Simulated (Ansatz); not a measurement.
Ti₃Si in space group Fm-3m (No. 225; Si on 4a, Ti on 4b, Ti on 8c) under volume change, the program Ansatz at the PBE level (PAW), scaled uniformly.

```
V (Å³/atom)  E − E(relaxed) (meV/atom)  P (GPa)
-----------  -------------------------  -------
14.096                            60.4    14.99
14.561                            25.5     9.24
15.026                             6.1     4.28
15.490                             0.0     0.00
15.955                             5.5    -3.70
16.420                            21.0    -6.89
16.884                            45.0    -9.63
```

### Question
What does a third-order Birch–Murnaghan fit give for V₀, B₀ and B′?

### Answer
V₀ = 15.49 Å³/atom, B₀ = 132 GPa, B′ = 3.9.

A made-up cell: these elements were put on the sites of a structure type; the Crystallography Open Database copy checked does not list it. Whether it is the stable phase at ambient conditions was not checked. The PBE relaxation kept the symmetry of its start; its stability against distortions is not shown here. No spin polarisation was allowed. The volume moved by -23 % from the start of the relaxation.

Potentials: the later of the program's two PAW sets.
